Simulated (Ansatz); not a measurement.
A geometry of W away from equilibrium: step 5 of the relaxation of a generated trial cell of W in the AFLOW prototype A_cI16_220_c (as in Li). Calculation: r2SCAN (plane waves to 500 eV, PAW, scalar-relativistic; Ansatz, a quantum-chemistry and plane-wave program). Γ-centred k-mesh 11×11×11 on the run's cell, Fermi–Dirac smearing 0.05 eV. The plane waves were selected for a different cell earlier on the path.

```yaml
crystal:
  lattice:
    - [-3.12218, 3.12218, 3.12218]
    - [3.12218, -3.12218, 3.12218]
    - [3.12218, 3.12218, -3.12218]
  atoms:
    - { symbol: W, position: [0.50686, 0.50686, 0.50686] }
    - { symbol: W, position: [0.50000, 0.00000, 0.99314] }
    - { symbol: W, position: [0.00000, 0.99314, 0.50000] }
    - { symbol: W, position: [0.99314, 0.50000, 0.00000] }
    - { symbol: W, position: [0.00686, 0.00686, 0.00686] }
    - { symbol: W, position: [0.50000, 0.00000, 0.49314] }
    - { symbol: W, position: [0.00000, 0.49314, 0.50000] }
    - { symbol: W, position: [0.49314, 0.50000, 0.00000] }
```

Problem. What forces act on the atoms (eV/Å)?

Solution. 
```json
[
 {"atom": "W1", "Fx": "-0.38", "Fy": "-0.38", "Fz": "-0.38"},
 {"atom": "W2", "Fx": "0.38", "Fy": "0.38", "Fz": "-0.38"},
 {"atom": "W3", "Fx": "0.38", "Fy": "-0.38", "Fz": "0.38"},
 {"atom": "W4", "Fx": "-0.38", "Fy": "0.38", "Fz": "0.38"},
 {"atom": "W5", "Fx": "-0.38", "Fy": "-0.38", "Fz": "-0.38"},
 {"atom": "W6", "Fx": "0.38", "Fy": "0.38", "Fz": "-0.38"},
 {"atom": "W7", "Fx": "0.38", "Fy": "-0.38", "Fz": "0.38"},
 {"atom": "W8", "Fx": "-0.38", "Fy": "0.38", "Fz": "0.38"}
]
```

The path ends in Im-3m (No. 229) (bcc (W type)). No spin polarisation in the result.

The run could not lose the symmetry of its start.
